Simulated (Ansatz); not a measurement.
YHSe:
```
YHSe
1.0
    3.83893     0.00000     0.00000
   -1.91947     3.32461     0.00000
    0.00000     0.00000     3.91904
Y H Se
1 1 1
Direct
  0.00000   0.00000   0.00000
  0.33333   0.66667   0.00000
  0.66667   0.33333   0.50000
```

Relaxed with r²SCAN.

Task: Give the Bader charges and basin volumes of the independent atoms, the program Ansatz at the r²SCAN level (PAW).

Result: 

```json
[
 {"atom": "Y1", "Bader charge (e)": "+1.92", "Bader volume (Å³)": "14.1"},
 {"atom": "H2", "Bader charge (e)": "-0.64", "Bader volume (Å³)": "7.8"},
 {"atom": "Se3", "Bader charge (e)": "-1.28", "Bader volume (Å³)": "28.1"}
]
```

Space group P-6m2. The workflow started from a Materials Project entry (that database holds measured and hypothetical structures alike); the Crystallography Open Database copy checked does not list it. Whether it is the stable phase at ambient conditions was not checked. The cell was relaxed with r²SCAN under the symmetry of its start; whether a distortion lowers the energy is not shown. No spin polarisation was allowed.

Potentials: the later of the program's two PAW sets.
